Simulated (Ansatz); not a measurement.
Bi (fcc (Cu type), space group No. 225) at seven volumes, plane-wave PAW r²SCAN (Ansatz code), scaled uniformly. One row is withheld.

```tsv
V (Å³/atom)	P (GPa)
28.559	6.41
29.501	?
30.442	1.80
31.384	0.00
32.325	-1.50
33.267	-2.74
34.208	-3.81
```

**Question.** Fit the shown pressures and predict the withheld one.

**Answer.** Third-order Birch–Murnaghan: P = (3/2)B₀(x^(7/2) − x^(5/2))[1 + (3/4)(B′ − 4)(x − 1)] with x = (V₀/V)^(2/3). Least squares on the six rows gives V₀ = 31.389 Å³/atom, B₀ = 54.25 GPa, B′ = 4.73. At V = 29.501, x = 1.0422 and P = 3.90 GPa. The run itself gave 3.93 GPa.

Space group Fm-3m (fcc (Cu type)). The start of the workflow was typed in or built on a structure type; neither database checked (COD, Materials Project) lists it. It is not the phase usual at ambient conditions (space group No. 166). The cell was relaxed with r²SCAN under the symmetry of its start. At this level the phase is mechanically unstable. Scalar-relativistic: spin–orbit coupling is off unless named, which matters more the heavier the elements.

Potentials: the later of the program's two PAW sets.
